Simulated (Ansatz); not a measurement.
SiB$_{2}$Os$_{2}$ (Cmmm), relaxed with PBE (Ansatz, an electronic-structure program, plane waves, PAW): a = 2.9098 Å, b = 13.0999 Å, c = 2.8107 Å, α = 90.00°, β = 90.00°, γ = 90.00°.

| Property | Value |
|---|---|
| ΔH_f (eV/atom) | 0.18 |

### Question
The same phase is relaxed and computed with r²SCAN in the same code. What are the cell and these values now?

### Answer
a = 2.8876 Å, b = 13.0299 Å, c = 2.7928 Å, α = 90.00°, β = 90.00°, γ = 90.00°.

ΔH_f (eV/atom): 0.21

Typed or built starts, not in the databases checked: SiB2Os2, Cmmm (Si on 2a, Os on 4j, B on 4i). All cells were relaxed under the symmetry of their starts (and spin orders); stability against distortions was not tested throughout. Rows with no word on spin ran without spin polarisation. Scalar-relativistic: spin–orbit coupling is off unless named, which matters more the heavier the elements.

Potentials: the later of the program's two PAW sets.

Ansatz is a plane-wave DFT program.

Formation energies count from the lowest solids of the elements computed at the same level, not from gases.
